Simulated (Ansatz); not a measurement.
A relaxation computed with Ansatz, from input to last step.

```yaml
crystal:
  lattice:
    - [1.4439053117, 0.8336391204, 6.6932335488]
    - [-1.4439053117, 0.8336391204, 6.6932335488]
    - [0.0, -1.6672782408, 6.6932335488]
  atoms:
    - { symbol: H, position: [0.0, 0.0, 0.0] }
    - { symbol: H, position: [0.2095, 0.2095, 0.2095] }
    - { symbol: H, position: [0.7905, 0.7905, 0.7905] }
    - { symbol: Mo, position: [0.4, 0.4, 0.4] }
    - { symbol: Mo, position: [0.6, 0.6, 0.6] }
basis:
  ecutwfc: 420
kpoints:
  mp_grid: { grid: [6, 6, 6] }
hamiltonian:
  xc: pbe
scf:
  occupations: { method: gaussian, width: 0.1 }
  lower_state_search: "off"
output:
  forces: true
  stress: true
  eigenvalues: true
relax:
  adjacent_minimum: "off"
  f_tol: 0.04
  max_steps: 70
  cell: { stress_tol: 0.4 }
```

```bash
ansatz run input.yaml --threads 1 --pin off --max-ram 2560MiB --backend cpu --events-out ev --progress --plain --runs-dir out
```

Theory: DFT PBE, scalar-relativistic, plane waves, PAW (Ansatz 0.2.0).

Of 8 frames 8 are shown, positions in Å and forces in eV/Å; the SCF threshold varies from step to step. Steps run on the plane waves of an earlier cell, with a Pulay correction in the pressure. The basis is chosen afresh for the last frame, the zero of the energies, and at times for earlier ones too; energy and pressure step there, also at an unchanged geometry. The end is built of layers, and without a dispersion correction their distances are poorly fixed.

```xyz
5
Lattice="1.4439 0.8336 6.6932 -1.4439 0.8336 6.6932 0.0000 -1.6673 6.6932" Properties=species:S:1:pos:R:3:forces:R:3 pbc="T T T" step=1 free_energy_over_end_meV_per_atom=171.74 pressure_GPa=-15.88
H     0.0000    0.0000    0.0000    0.0000    0.0000    0.0000
H     0.0000    0.0000    4.2067    0.0000    0.0000    0.7406
H     0.0000    0.0000   15.8730    0.0000    0.0000   -0.7406
Mo    0.0000    0.0000    8.0319    0.0000    0.0000   -1.6901
Mo    0.0000    0.0000   12.0478    0.0000    0.0000    1.6901
5
Lattice="1.4090 0.8135 6.3668 -1.4090 0.8135 6.3668 0.0000 -1.6269 6.3668" Properties=species:S:1:pos:R:3:forces:R:3 pbc="T T T" step=2 free_energy_over_end_meV_per_atom=43.62 pressure_GPa=9.24
H     0.0000    0.0000    0.0000    0.0000    0.0000    0.0000
H     0.0000    0.0000    4.0933    0.0000    0.0000    0.6062
H     0.0000    0.0000   15.0071    0.0000    0.0000   -0.6062
Mo    0.0000    0.0000    7.4745    0.0000    0.0000    0.9405
Mo    0.0000    0.0000   11.6258    0.0000    0.0000   -0.9405
5
Lattice="1.4630 0.8447 6.4180 -1.4630 0.8447 6.4180 0.0000 -1.6893 6.4180" Properties=species:S:1:pos:R:3:forces:R:3 pbc="T T T" step=3 free_energy_over_end_meV_per_atom=3.39 pressure_GPa=-2.07
H     0.0000    0.0000    0.0000    0.0000    0.0000    0.0000
H     0.0000    0.0000    4.3130    0.0000    0.0000    0.1464
H     0.0000    0.0000   14.9411    0.0000    0.0000   -0.1464
Mo    0.0000    0.0000    7.5118    0.0000    0.0000    0.2594
Mo    0.0000    0.0000   11.7423    0.0000    0.0000   -0.2594
5
Lattice="1.4540 0.8394 6.4825 -1.4540 0.8394 6.4825 0.0000 -1.6789 6.4825" Properties=species:S:1:pos:R:3:forces:R:3 pbc="T T T" step=4 free_energy_over_end_meV_per_atom=1.67 pressure_GPa=-1.24
H     0.0000    0.0000    0.0000    0.0000    0.0000    0.0000
H     0.0000    0.0000    4.3678    0.0000    0.0000    0.0472
H     0.0000    0.0000   15.0796    0.0000    0.0000   -0.0472
Mo    0.0000    0.0000    7.5971    0.0000    0.0000   -0.2235
Mo    0.0000    0.0000   11.8503    0.0000    0.0000    0.2235
5
Lattice="1.4490 0.8366 6.5735 -1.4490 0.8366 6.5735 0.0000 -1.6731 6.5735" Properties=species:S:1:pos:R:3:forces:R:3 pbc="T T T" step=5 free_energy_over_end_meV_per_atom=0.78 pressure_GPa=1.31
H     0.0000    0.0000    0.0000    0.0000    0.0000    0.0000
H     0.0000    0.0000    4.4771    0.0000    0.0000   -0.0521
H     0.0000    0.0000   15.2433    0.0000    0.0000    0.0521
Mo    0.0000    0.0000    7.6783    0.0000    0.0000    0.0138
Mo    0.0000    0.0000   12.0422    0.0000    0.0000   -0.0138
5
Lattice="1.4494 0.8368 6.6414 -1.4494 0.8368 6.6414 0.0000 -1.6737 6.6414" Properties=species:S:1:pos:R:3:forces:R:3 pbc="T T T" step=6 free_energy_over_end_meV_per_atom=0.36 pressure_GPa=0.49
H     0.0000    0.0000    0.0000    0.0000    0.0000    0.0000
H     0.0000    0.0000    4.5304    0.0000    0.0000   -0.0039
H     0.0000    0.0000   15.3938    0.0000    0.0000    0.0039
Mo    0.0000    0.0000    7.7491    0.0000    0.0000   -0.0094
Mo    0.0000    0.0000   12.1751    0.0000    0.0000    0.0094
5
Lattice="1.4492 0.8367 6.7891 -1.4492 0.8367 6.7891 0.0000 -1.6734 6.7891" Properties=species:S:1:pos:R:3:forces:R:3 pbc="T T T" step=7 free_energy_over_end_meV_per_atom=0.23 pressure_GPa=0.14
H     0.0000    0.0000    0.0000    0.0000    0.0000    0.0000
H     0.0000    0.0000    4.6693    0.0000    0.0000    0.0135
H     0.0000    0.0000   15.6981    0.0000    0.0000   -0.0135
Mo    0.0000    0.0000    7.8977    0.0000    0.0000    0.0164
Mo    0.0000    0.0000   12.4697    0.0000    0.0000   -0.0164
5
Lattice="1.4492 0.8367 6.7891 -1.4492 0.8367 6.7891 0.0000 -1.6734 6.7891" Properties=species:S:1:pos:R:3:forces:R:3 pbc="T T T" step=8 free_energy_over_end_meV_per_atom=0.00 pressure_GPa=0.17
H     0.0000    0.0000    0.0000    0.0000    0.0000    0.0000
H     0.0000    0.0000    4.6693    0.0000    0.0000    0.0136
H     0.0000    0.0000   15.6981    0.0000    0.0000   -0.0136
Mo    0.0000    0.0000    7.8977    0.0000    0.0000    0.0163
Mo    0.0000    0.0000   12.4697    0.0000    0.0000   -0.0163
```

The start puts this composition into another compound's structure type, which needn't suit it. At the end the space group is R-3m (tolerance 0.05 Å).

The run took 15 s on 1 thread of Intel(R) Xeon(R) Platinum 8488C (Sapphire Rapids) (shared host), peak memory 0.37 GiB.

The k mesh is coarse.